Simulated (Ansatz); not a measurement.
## Structures of CuMo$_{2}$: which is lowest?

Plane-wave DFT in Ansatz with scalar-relativistic PAW potentials, cutoff 420 eV, Γ-centred meshes chosen by cell and gap, Gaussian smearing with energies taken to zero width. Every cell was relaxed (cell and atoms) in a run of its own, within the symmetry of its start. Functional: PBE.

Relaxed structures (starts from databases or built by putting these elements on another compound's sites):
A. R-3m, 3 atoms in the computed cell, a = 3.015 Å, c = 18.028 Å; sites (symmetry × multiplicity) Cu -3m × 3, Mo 3m × 6; start: built
B. P6/mmm, 3 atoms in the computed cell, a = 4.452 Å, c = 2.621 Å; sites (symmetry × multiplicity) Cu 6/mmm × 1, Mo -6m2 × 2; start: built
C. Fm-3m, 3 atoms in the computed cell, a = 5.805 Å; sites (symmetry × multiplicity) Cu m-3m × 4, Mo -43m × 8; start: built

Rank them by energy. Could pressure change the order?

| structure | group | E − E(lowest) (meV/atom) | V (Å³/atom) | gap on mesh (eV) |
| --- | --- | --- | --- | --- |
| B | P6/mmm | 0.0 | 14.99 | 0.00 |
| A | R-3m | 108 | 15.77 | 0.00 |
| C | Fm-3m | 581 | 16.30 | 0.00 |

B is lowest, 108 meV/atom under A. The lowest is also the densest of these, so pressure wouldn't bring one of the others in at first order. Other structures may lie lower than all of these, and vibrations aren't counted.